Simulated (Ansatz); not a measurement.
Data:

PbS (rock salt)

```
PbS
1.0
    0.00000     3.00445     3.00445
    3.00445     0.00000     3.00445
    3.00445     3.00445     0.00000
S Pb
1 1
Direct
  0.00000   0.00000   0.00000
  0.50000   0.50000   0.50000
```

In each cell atom 2 (Pb, nearest neighbour S at 3.004 Å; its periodic images, 4.2 Å or more away, move with it) moves by s·(0.577, 0.577, 0.577) (along Cartesian [111]), the rest being held.

Method: PBE (plane waves to 420 eV, PAW, scalar-relativistic; Ansatz, a first-principles code). k mesh 8×8×8 (Γ-centred), Fermi-Dirac smearing 0.05 eV. The energy includes the smearing's −TS. PbS was relaxed with its symmetry unable to fall. Spin-orbit coupling is left out, though Pb is heavy. The zero of ΔE is the undisplaced structure.

The scan covers s from -0.900 to 0.900 Å in 11 points.

Q: Is this a single well or a double well?

A: A single well with its minimum at or next to zero displacement.

Q: Is the energy the same for equal positive and negative displacements?

A: Even: the same for both signs. With its periodic images moving along, the atom's site symmetry in this cell is m-3m.

Q: What is the energy change at s = 0.900 Å?

A: 676 meV/cell.

Q: What force acts on the atom along the line at s = -0.900 Å?

A: 1.93 eV/Å.

(A displaced cell: forces are minus the slopes of the energy, force constants its curvatures, and phonons follow from these.)
